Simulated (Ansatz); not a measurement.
PbF2:
Space group Fm-3m (No. 225); a = b = c = 5.9215 Å, α = β = γ = 90.00°

```json
[
 {"atom": "Pb", "site": "4a", "symmetry": "m-3m", "x": "0.0000", "y": "0.0000", "z": "0.0000"},
 {"atom": "F", "site": "8c", "symmetry": "-43m", "x": "0.2500", "y": "0.2500", "z": "0.2500"}
]
```
(The calculation used a cell of 3 atoms; values per cell refer to that cell.)

Relaxed with r²SCAN.

**Question.** Give the optical modes at the zone centre with their infrared and Raman activity from DFPT, DFT-r²SCAN in the program Ansatz with PAW potentials.

**Answer.** Transverse frequencies, without the LO–TO term; a row sums one degenerate level.

```csv
ω (cm⁻¹),degeneracy,IR ((D/Å)²/amu),Raman (Å⁴/amu),activity,symmetry
105,3,22.29,0,IR,T1u
250,3,0.00,10,Raman,T2g
```

**Question.** How high does the top mode go among those that the LO–TO term moves?

**Answer.** 327 cm⁻¹ for q along x.

Symmetry was held in the r²SCAN relaxation; phonons on a q-mesh show no instability. Scalar-relativistic: spin–orbit coupling is off unless named, which matters more the heavier the elements.

Potentials: the later of the program's two PAW sets.
